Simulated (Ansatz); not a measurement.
Consider the following.

Al:
```
CELL_PARAMETERS angstrom
      0.00000     1.98807     1.98807
      1.98807     0.00000     1.98807
      1.98807     1.98807     0.00000
ATOMIC_POSITIONS crystal
  Al 0.00000 0.00000 0.00000
```

This is the r²SCAN+D4-relaxed structure.

**Question.** All from r²SCAN+D4 in the plane-wave PAW code Ansatz, unless another level is named. Estimate the Debye temperature from the elastic constants.

**Answer.** 524 K.

**Question.** Predict the elastic constants (relaxed ions, GPa).

**Answer.** C11 = 147, C12 = 70.0, C44 = 48.6.

Space group Fm-3m (fcc (Cu type)). The r²SCAN+D4 relaxation kept the symmetry of its start. The pairwise dispersion correction was not fitted to metals. As this level gives no gap, shear constants depend on the k-mesh and smearing (Fermi–Dirac, 0.1 eV here).

Potentials: the later of the program's two PAW sets.
